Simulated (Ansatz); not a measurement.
# Hf2N, first-principles data

Hf2N:
```xyz
6
Lattice="5.3264 0.0000 0.0000 0.0000 5.3264 0.0000 0.0000 0.0000 3.2478" Properties=species:S:1:pos:R:3 pbc="T T T"
Hf     1.5731     1.5731     0.0000
Hf     3.7533     3.7533     0.0000
Hf     1.0901     4.2364     1.6239
Hf     4.2364     1.0901     1.6239
N      0.0000     0.0000     0.0000
N      2.6632     2.6632     1.6239
```

Space group P4_2/mnm (No. 136), anti-rutile; conventional cell a = b = 5.3264 Å, c = 3.2478 Å, α = β = γ = 90.00°.

Method: DFT-r²SCAN in the program Ansatz with PAW potentials. The cell and atoms are relaxed at this level. Other levels are named where they apply.

### Cell and energy

```yaml
volume_per_atom: 15.36 Å³
density: 13.37 g/cm³
Formation energy from the elements (no fitted shifts): -1.34 eV/atom
```

### Electronic structure

```yaml
electronic_character: metallic (no gap)
Density of states at the Fermi level: 0.43 states/eV per atom (mean over ±0.08 eV)
Gap with spin–orbit coupling: none (metallic)
```

### Mechanics

```yaml
Bulk modulus (Birch–Murnaghan fit): 202 GPa
Pressure derivative B′: 4.2
```

### Charges

```yaml
bader_charges: Hf +1.01, N -2.02 e
```

The first step of the workflow began from a Materials Project structure, measured or hypothetical; the Crystallography Open Database copy checked does not list it. Its standing as an ambient phase is unchecked. The r²SCAN relaxation kept the symmetry of its start; its stability against distortions is not shown here. The run is not spin-polarised. The references are the lowest solids computed at this level, not always the standard phases (solids in place of the gases). Scalar-relativistic: spin–orbit coupling is off unless named, which matters more the heavier the elements.

Potentials: the later of the program's two PAW sets.
